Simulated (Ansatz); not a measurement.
This cell of Zr (hcp, Mg type) is off equilibrium:

```yaml
crystal:
  lattice:
    - [6.46319, 0.00000, 0.00000]
    - [-1.61580, 2.79864, 0.00000]
    - [0.00000, 0.00000, 5.17363]
  atoms:
    - { symbol: Zr, position: [0.16667, 0.66667, 0.75000] }
    - { symbol: Zr, position: [0.66667, 0.66667, 0.75000] }
    - { symbol: Zr, position: [0.33333, 0.33333, 0.25000] }
    - { symbol: Zr, position: [0.81353, 0.33333, 0.25000] }
```

All values below come from PBE (plane waves to 420 eV, PAW, scalar-relativistic; Ansatz, a program for electronic structure). k mesh 13×13×7 (Γ-centred), Fermi-Dirac smearing 0.05 eV. E stands for the smeared free energy. Stress and pressure are positive under compression. With partly filled bands, energies and forces of such displacements shift with the k mesh and the smearing. The PAW data are Ansatz's earlier set. Zr is run without spin polarisation. Zr was relaxed with its symmetry unable to fall.

**Question.** Predict the force on every atom, in eV/Å.

**Answer.** 
| atom | Fx | Fy | Fz |
|---|---|---|---|
| Zr1 | -0.016 | -0.090 | 0.000 |
| Zr2 | -0.099 | 0.076 | 0.000 |
| Zr3 | -0.503 | -0.142 | 0.000 |
| Zr4 | 0.618 | 0.155 | 0.000 |

**Question.** In it atom 4 sits (-0.128, 0.000, 0.000) Å away from its relaxed site. What is its energy relative to the relaxed cell?

**Answer.** 40 meV/cell.

(A displaced cell: forces are minus the slopes of the energy, force constants its curvatures, and phonons follow from these.)
